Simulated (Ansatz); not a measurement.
MoSe$_{2}$:
```yaml
crystal:
  lattice:
    - [1.62658, 0.93910, 6.34326]
    - [-1.62658, 0.93910, 6.34326]
    - [0.00000, -1.87821, 6.34326]
  atoms:
    - { symbol: Mo, position: [0.33319, 0.33319, 0.33319] }
    - { symbol: Se, position: [0.57962, 0.57962, 0.57962] }
    - { symbol: Se, position: [0.75352, 0.75352, 0.75352] }
```

Tensor components refer to the Cartesian frame of this cell.

Question: Give the high-frequency dielectric tensor and the Born effective charge tensors of the independent atoms from DFPT, LDA (plane waves, PAW; program Ansatz).

Answer: 
ε∞:
```
16.9  0.00  0.00
0.00  16.9  0.00
0.00  0.00  9.05
```
Z* of atom 1 (Mo), rows: field, columns: displacement, in e:
```
-1.84   0.00   0.00
 0.00  -1.84   0.00
 0.00   0.00  -1.24
```
Z* of atom 2 (Se), rows: field, columns: displacement, in e:
```
0.94  0.00  0.00
0.00  0.94  0.00
0.00  0.00  0.69
```
Z* of atom 3 (Se), rows: field, columns: displacement, in e:
```
0.90  0.00  0.00
0.00  0.90  0.00
0.00  0.00  0.55
```

Static charges for comparison (Bader): Mo1 +0.90, Se2 -0.45, Se3 -0.45 e. Born charges measure polarisation by displacement and can exceed these by far.

Space group R3m. The workflow started from a Materials Project entry (that database holds measured and hypothetical structures alike); the Crystallography Open Database copy checked does not list it. It is not the phase usual at ambient conditions (space group No. 194). The LDA relaxation kept the symmetry of its start; its stability against distortions is not shown here. The run is not spin-polarised. A crystal of weakly bound layers computed without a dispersion correction: the cell and the soft elastic constants depend strongly on that. Scalar-relativistic: spin–orbit coupling is off unless named, which matters more the heavier the elements.

Potentials: the later of the program's two PAW sets.
